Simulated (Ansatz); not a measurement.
**Which functional gives which lattice for SrO?**

Starting cell:

```yaml
crystal:
  lattice:
    - [0.00000, 2.56980, 2.56980]
    - [2.56980, 0.00000, 2.56980]
    - [2.56980, 2.56980, 0.00000]
  atoms:
    - { symbol: Sr, position: [0.50000, 0.50000, 0.50000] }
    - { symbol: O, position: [0.00000, 0.00000, 0.00000] }
```

Ansatz, plane waves and PAW, scalar-relativistic (no spin–orbit coupling), 8×8×8 k-mesh. No spin polarisation. In the setting of the table the starting cell (space group Fm-3m) has 3.634 × 3.634 × 3.634 Å, angles 60.0 / 60.0 / 60.0°. Each functional was followed to zero pressure by scaling the cell, shape and atoms held, then fitted over four more volumes within ±4 % of it.

Task: What cell, stiffness and gap does each give?

Result: 
```csv
functional,V0 (Å³/atom),cell,B0 (GPa),B′ from the pressures,gap on the mesh,cutoff (eV)
PBE + D3(BJ)-ATM,17.12,"3.645 × 3.645 × 3.645 Å, angles 60.0 / 60.0 / 60.0°",89,4.5,3.32 eV,420
BLYP + D3(BJ),16.99,"3.635 × 3.635 × 3.635 Å, angles 60.0 / 60.0 / 60.0°",92,4.5,3.45 eV,420
r2SCAN + rVV10,16.98,"3.635 × 3.635 × 3.635 Å, angles 60.0 / 60.0 / 60.0°",97,4.5,3.75 eV,500
mr2SCAN,17.17,"3.649 × 3.649 × 3.649 Å, angles 60.0 / 60.0 / 60.0°",94,4.5,3.80 eV,500
BLYP,18.07,"3.711 × 3.711 × 3.711 Å, angles 60.0 / 60.0 / 60.0°",80,4.5,3.47 eV,420
```

The volumes span 6.4 %, from r2SCAN + rVV10 to BLYP. The stiffness doesn't follow the volume steadily: stiffest r2SCAN + rVV10 (97 GPa at 16.98 Å³/atom), softest BLYP (80 GPa at 18.07 Å³/atom), yet mr2SCAN is stiffer than PBE + D3(BJ)-ATM in a larger cell (94 against 89 GPa). Adding D3(BJ) to BLYP pulls the cell in by 6.0 %.

Caveats: gaps at these levels are rough, and mostly too small.

Points behind the fit for r2SCAN + rVV10:

| V (Å³/atom) | E − Emin (meV/atom) | P (GPa) |
| --- | --- | --- |
| 16.300 | 8.84 | 4.33 |
| 16.640 | 2.12 | 2.05 |
| 16.979 | 0.00 | 0.00 |
| 17.319 | 1.98 | -1.83 |
| 17.659 | 7.64 | -3.48 |
